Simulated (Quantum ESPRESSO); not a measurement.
# SnSe$_{2}$ (P-3m1) under strain

```
SnSe2
1.0
    3.84190     0.00000     0.00000
   -1.92095     3.32718     0.00000
    0.00000     0.00000     6.48588
Sn Se
1 2
Cartesian
  0.00000   0.00000   0.00000
  1.92095   1.10906   4.88521
  0.00000   2.21812   1.60067
```
The cell was made here from a computed Materials Project entry: atoms relaxed in the unchanged cell (PBE without dispersion, pw.x of a modified build of Quantum ESPRESSO, symmetry kept). The parent is SnSe2 in P-3m1; whether this form has been observed was not checked. Stability against distortions was not tested. The layers lie 3.3 Å apart; this gap hangs on dispersion, and neither it nor the stacking was checked against the measured crystal.

The last row's change in full: strained by +2 % along the unique axis and by -1 % across it, atoms relaxed (PBE, pw.x of Quantum ESPRESSO); the other rows go along the same path.

Method: shieldings by GIPAW with PBE in Quantum ESPRESSO, on JTH PAW datasets, 20 Ha, k-mesh 11×11×6 shifted, f-sum rule met within 0.052 %. Values are those of the named site's first atom. Shieldings are absolute and leave out the bulk-susceptibility term; a larger σ means a smaller chemical shift. By our sweeps, such settings leave a few ppm in absolute σ on light atoms and up to some 20 ppm from Zn on. No spin–orbit coupling; Sn is the heaviest element present. No d partial waves on Se: the paramagnetic term there is incompletely reconstructed. With so small a Kohn–Sham gap, σ hangs strongly on the functional and the mesh.

Unchanged cell: σ_iso Sn (ppm) = 3176.3, σ_iso Se (ppm) = -316.6.

How do these values move along the path (axial strain (%): -2, +2)?


```tsv
axial strain (%)	σ_iso Sn (ppm)	σ_iso Se (ppm)
-2	3168.2	-464.1
0	3176.3	-316.6
+2	3185.8	-164.3
```
